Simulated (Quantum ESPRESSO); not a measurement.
Strain and stress in Ag5Hf2Ta

All numbers below are calculated, not measured. They come from Quantum ESPRESSO 7.5, a public plane-wave density functional program. Each row is one single-point run on a made-up periodic cell of eight metal atoms, with elements, volume, strain and displacements drawn at random and not relaxed, so a cell may be unstable or far from any real phase. There is no spin polarisation or spin-orbit coupling.

Settings: PBE unless stated; PseudoDojo standard norm-conserving files; Fermi-Dirac width 0.25 eV, which means electrons at about 2900 K; cutoff 1116 eV; 8 x 5 x 3 k mesh shifted half a step off Gamma. E is the free energy of the whole cell (internal energy minus TS), so a -TS column is already part of it. Stress is positive in tension, and the pressure P is minus a third of its trace.

Checks: one run of this series was repeated at a higher cutoff and on a denser mesh, which moved values by no more than 0.003 eV, 0.27 GPa and 0.009 eV/Å, and a second program with other atomic files agreed on it to 2 % rms in force and 0.5 GPa in pressure. Known limits: heavy elements are run without spin-orbit coupling, which real alloys of them have; a spin test at this wide smearing found no moment, but such smearing suppresses magnetism that the real alloy may have.

The lattice is hexagonal close-packed, and the cell vectors in Å are (2.923, 0.000, 0.000); (0.000, 5.062, 0.000); (0.000, 0.000, 9.693), a volume of 143.43 Å³ in run 3. The elements on sites 1 to 8 are Ag Ag Hf Ag Ag Hf Ta Ag. Each run adds the same stretch e on all three axes to one drawn cell, with the atoms carried along. E is counted from run 3.

| run | e (%) | s_xx (GPa) | s_yy (GPa) | s_zz (GPa) | s_xy (GPa) | P (GPa) | E (meV) |
|---|---|---|---|---|---|---|---|
| 1 | -2.19 | -17.33 | -18.81 | -18.25 | -0.20 | 18.13 | 659.2 |
| 2 | -1.13 | -12.05 | -13.19 | -12.66 | -0.18 | 12.63 | 230.2 |
| 3 | -0.34 | -8.59 | -9.52 | -9.01 | -0.16 | 9.04 | 0.0 |
| 4 | 0.39 | -5.71 | -6.47 | -5.99 | -0.15 | 6.06 | -151.3 |
| 5 | 1.04 | -3.38 | -4.01 | -3.55 | -0.14 | 3.65 | -239.9 |
| 6 | 1.45 | ? | ? | ? | ? | ? | ? |
| 7 | 2.26 | 0.45 | 0.02 | 0.44 | -0.12 | -0.30 | -298.3 |

## Worked fit

A parabola through the runs shown gives P = 7.61 - 4.151 e + 0.292 e² GPa with e in per cent, an error of 0.012 on the linear term and a scatter of 0.04 GPa. The atoms are clamped and the cell is already under stress, so the slope belongs to this path and is not an elastic constant of a real alloy.

## Withheld run

Question: what P should run 6 give?

The fit gives 2.20 ± 0.05 GPa. The calculation gave 2.24 GPa.
